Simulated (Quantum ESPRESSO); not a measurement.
## W4Mg4 (input and log of a self-consistent run)

Simulated, not a measurement. The program is pw.x of Quantum ESPRESSO 7.5 (plane-wave density functional theory). The cell is made up: eight metal atoms on a face-centred cubic lattice, with elements, volume, strain and displacements drawn at random and not relaxed, so it may be unstable or far from any real phase. PseudoDojo standard norm-conserving files set the functional (PBE unless stated); there is no spin polarisation or spin-orbit coupling, the Fermi-Dirac width of 0.25 eV means electrons at about 2900 K, and the masses in the input are unused placeholders. Heavy elements are run without spin-orbit coupling, which real alloys of them have. A spin test at this wide smearing found no moment, but such smearing suppresses magnetism that the real alloy may have.

Input:

```
&control calculation='scf', pseudo_dir='./dojo.nc.sr.pbe.v0_5.standard.upf', outdir='./o', disk_io='minimal', tprnfor=.true., tstress=.true. /
&system ibrav=0, nat=8, ntyp=2, nbnd=61, ecutwfc=84.00895049, nosym=.true., tot_charge=0,
 occupations='smearing', smearing='fd', degauss=0.0183746611
/
&electrons conv_thr=1.470e-08, electron_maxstep=70, mixing_beta=0.5 /
ATOMIC_SPECIES
Mg 1.0 Mg.upf
W 1.0 W.upf
CELL_PARAMETERS angstrom
2.1401 4.2802 2.1401
0.0 4.2802 -4.2802
-4.2802 4.2802 0.0
ATOMIC_POSITIONS angstrom
W -0.1233 -0.0746 -0.0931
Mg -2.1425 2.0481 0.0423
W 0.0674 2.1889 -2.1752
W -1.9802 4.3299 -2.1768
Mg 0.0864 4.3017 -0.0073
Mg -2.1699 6.4125 0.0184
Mg -0.0159 6.2339 -2.1954
W -2.1493 8.5236 -2.2572
K_POINTS automatic
5 5 5 1 1 1
```

The log is shortened where brackets say so; the opening notice, blank lines, dates and the lines on written files are dropped, and the path of the files is cut. It prints rydbergs, bohrs and kilobars, and counts compression as positive stress. Its total energy is the free energy E - TS of the whole cell.

```
     Program PWSCF v.7.5
     Parallel version (MPI & OpenMP), running on       4 processor cores
     Number of MPI processes:                 4
     Threads/MPI process:                     1
     [start-up lines left out]
     bravais-lattice index     =            0
     lattice parameter (alat)  =       9.9062  a.u.
     unit-cell volume          =    1058.3243 (a.u.)^3
     number of atoms/cell      =            8
     number of atomic types    =            2
     number of electrons       =        96.00
     number of Kohn-Sham states=           61
     kinetic-energy cutoff     =      84.0090  Ry
     charge density cutoff     =     336.0358  Ry
     scf convergence threshold =      1.5E-08
     mixing beta               =       0.5000
     number of iterations used =            8  plain     mixing
     Exchange-correlation= PBE
                           (   1   4   3   4   0   0   0)
     [axes and pseudopotential details left out]
   Cartesian axes
     site n.     atom                  positions (alat units)
         1        W      tau(   1) = (  -0.0235209  -0.0142308  -0.0177599  )
         2        Mg     tau(   2) = (  -0.4087061   0.3906982   0.0080692  )
         3        W      tau(   3) = (   0.0128573   0.4175574  -0.4149440  )
         4        W      tau(   4) = (  -0.3777456   0.8259774  -0.4152492  )
         5        Mg     tau(   5) = (   0.0164818   0.8205979  -0.0013926  )
         6        Mg     tau(   6) = (  -0.4139330   1.2232569   0.0035100  )
         7        Mg     tau(   7) = (  -0.0030331   1.1891870  -0.4187974  )
         8        W      tau(   8) = (  -0.4100033   1.6259731  -0.4305864  )
     number of k points=    63  Fermi-Dirac smearing, width (Ry)=  0.0184
                       cart. coord. in units 2pi/alat
        k(    1) = (   0.0000000   0.1224745  -0.0000000), wk =   0.0320000
        k(    2) = (  -0.1837117   0.1837117   0.0612372), wk =   0.0320000
     [further k points left out]
     Dense  grid:   110155 G-vectors     FFT dimensions: (  60,  72,  72)
     Estimated max dynamical RAM per process >     380.99 MB
     Estimated total dynamical RAM >       1.41 GB
     Initial potential from superposition of free atoms
     starting charge      95.9947, renormalised to      96.0000
     Starting wfcs are   60 randomized atomic wfcs +    1 random wfcs
     total cpu time spent up to now is       15.0 secs
     per-process dynamical memory:   304.3 Mb
     Self-consistent Calculation
     iteration #  1     ecut=    84.01 Ry     beta= 0.50
     Davidson diagonalization with overlap
     ethr =  1.00E-02,  avg # of iterations =  3.0
     Threshold (ethr) on eigenvalues was too large:
     Diagonalizing with lowered threshold
     Davidson diagonalization with overlap
     ethr =  2.23E-04,  avg # of iterations =  3.1
     total cpu time spent up to now is       72.3 secs
     total energy              =   -1081.52120669 Ry
     estimated scf accuracy    <       0.22334575 Ry
     iteration #  2     ecut=    84.01 Ry     beta= 0.50
     Davidson diagonalization with overlap
     ethr =  2.33E-04,  avg # of iterations =  4.7
     total cpu time spent up to now is      102.0 secs
     total energy              =   -1081.44358058 Ry
     estimated scf accuracy    <       0.72187678 Ry
     iteration #  3     ecut=    84.01 Ry     beta= 0.50
     Davidson diagonalization with overlap
     ethr =  2.33E-04,  avg # of iterations =  2.0
     total cpu time spent up to now is      127.4 secs
     total energy              =   -1081.53179102 Ry
     estimated scf accuracy    <       0.40892065 Ry
     iteration #  4     ecut=    84.01 Ry     beta= 0.50
     Davidson diagonalization with overlap
     ethr =  2.33E-04,  avg # of iterations =  1.4
     total cpu time spent up to now is      151.2 secs
     total energy              =   -1081.55994482 Ry
     estimated scf accuracy    <       0.01006927 Ry
     iteration #  5     ecut=    84.01 Ry     beta= 0.50
     Davidson diagonalization with overlap
     ethr =  1.05E-05,  avg # of iterations =  7.3
     total cpu time spent up to now is      183.6 secs
     total energy              =   -1081.55962715 Ry
     estimated scf accuracy    <       0.03037764 Ry
     [iterations 6 to 7 left out]
     iteration #  8     ecut=    84.01 Ry     beta= 0.50
     Davidson diagonalization with overlap
     ethr =  1.67E-06,  avg # of iterations =  1.1
     total cpu time spent up to now is      255.5 secs
     total energy              =   -1081.56267533 Ry
     estimated scf accuracy    <       0.00014015 Ry
     iteration #  9     ecut=    84.01 Ry     beta= 0.50
     Davidson diagonalization with overlap
     ethr =  1.46E-07,  avg # of iterations =  2.0
     total cpu time spent up to now is      279.6 secs
     total energy              =   -1081.56269212 Ry
     estimated scf accuracy    <       0.00000604 Ry
     iteration # 10     ecut=    84.01 Ry     beta= 0.50
     Davidson diagonalization with overlap
     ethr =  6.29E-09,  avg # of iterations =  4.0
     total cpu time spent up to now is      308.5 secs
     total energy              =   -1081.56269336 Ry
     estimated scf accuracy    <       0.00000068 Ry
     iteration # 11     ecut=    84.01 Ry     beta= 0.50
     Davidson diagonalization with overlap
     ethr =  7.04E-10,  avg # of iterations =  3.0
     total cpu time spent up to now is      335.7 secs
     total energy              =   -1081.56269346 Ry
     estimated scf accuracy    <       0.00000006 Ry
     iteration # 12     ecut=    84.01 Ry     beta= 0.50
     Davidson diagonalization with overlap
     ethr =  6.21E-11,  avg # of iterations =  3.9
     total cpu time spent up to now is      363.7 secs
     End of self-consistent calculation
     [lines on levels left out]
!    total energy              =   -1081.56269346 Ry
     estimated scf accuracy    <       0.00000001 Ry
     smearing contrib. (-TS)   =      -0.10579808 Ry
     internal energy E=F+TS    =   -1081.45689538 Ry
     The total energy is F=E-TS. E is the sum of the following terms:
     one-electron contribution =    -475.91344846 Ry
     hartree contribution      =     248.86654548 Ry
     xc contribution           =    -195.17756792 Ry
     ewald contribution        =    -659.23242448 Ry
     convergence has been achieved in  12 iterations
     Forces acting on atoms (cartesian axes, Ry/au):
     atom    1 type  2   force =     0.05509308    0.02105330    0.06039501
     atom    2 type  1   force =     0.00205330    0.02252344   -0.02324563
     atom    3 type  2   force =     0.00910204    0.00618690   -0.02793895
     atom    4 type  2   force =    -0.03944517   -0.05871532   -0.03125652
     atom    5 type  1   force =    -0.01079627   -0.00623294   -0.01358042
     atom    6 type  1   force =     0.00540802   -0.00376298   -0.02102680
     atom    7 type  1   force =     0.01943634    0.03946920    0.01050923
     atom    8 type  2   force =    -0.04085134   -0.02052159    0.04614407
     Total force =     0.148831     Total SCF correction =     0.000375
     Computing stress (Cartesian axis) and pressure
          total   stress  (Ry/bohr**3)                   (kbar)     P=     -128.58
  -0.00094062   0.00004942   0.00006630         -138.37        7.27        9.75
   0.00004942  -0.00082140   0.00009968            7.27     -120.83       14.66
   0.00006630   0.00009968  -0.00086013            9.75       14.66     -126.53
     init_run     :      9.66s CPU     10.36s WALL (       1 calls)
     electrons    :    344.62s CPU    348.78s WALL (       1 calls)
     forces       :      5.08s CPU      5.12s WALL (       1 calls)
     stress       :     15.05s CPU     15.52s WALL (       1 calls)
     [timing details left out]
     PWSCF        :   6m19.09s CPU   6m24.51s WALL
     JOB DONE.
```

In other units: free energy -14715.410 eV for the cell, pressure -12.86 GPa, largest force component 1.553 eV/Å in size. The run took 387 s of wall time with four MPI processes on a shared machine (AMD EPYC, older, virtual cores), so the time is rough. A rerun of this cell at a higher cutoff and on a denser mesh moved values by no more than 0.002 eV in energy, 0.02 GPa in stress and 0.003 eV/Å in force, and a second program with other atomic files agreed on that cell to 2 % rms in force and 0.5 GPa in pressure.